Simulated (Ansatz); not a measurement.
**Question.** WC in space group P-6m2 (No. 187; W on 1a, C on 1f) is relaxed with plane-wave PAW PBEsol (Ansatz code). What lattice parameters of the conventional cell result?

**Answer.** a = 2.898 Å, c = 2.827 Å.

**Question.** Is it a metal or does it have a gap at this level?

**Answer.** No gap at this level.

Symmetry was held in the PBEsol relaxation. The run is not spin-polarised. Scalar-relativistic: spin–orbit coupling is off unless named, which matters more the heavier the elements.

Potentials: the later of the program's two PAW sets.
